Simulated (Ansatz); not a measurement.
In DFT-PBEsol in the program Ansatz with PAW potentials, AlIr in the orthorhombic phase (Cmcm; Al on 4c, Ir on 4c) relaxes to a = 2.854 Å, b = 9.613 Å, c = 4.202 Å. Against the elements it lies at -0.53 eV/atom, with no fitted shifts.

Electronic character: metallic (no gap). Gap from PBEsol with spin–orbit coupling: none (metallic).

An equation-of-state fit gives a bulk modulus of 207 GPa. The highest mode at Γ lies at 293 cm⁻¹.

The start of the workflow was typed in or built on a structure type; neither database checked (COD, Materials Project) lists it. Its standing as an ambient phase is unchecked. The cell was relaxed with PBEsol under the symmetry of its start; its stability against distortions is not shown here. No spin polarisation was allowed. As this level gives no gap, phonon frequencies hold no LO–TO term and depend on the k-mesh and smearing (Fermi–Dirac, 0.1 eV here). Axis ratios of metals converge slowly with the k-mesh, so a and c are less sure than the volume. The references are the lowest solids computed at this level, not always the standard phases. Scalar-relativistic: spin–orbit coupling is off unless named, which matters more the heavier the elements.

Potentials: the later of the program's two PAW sets.
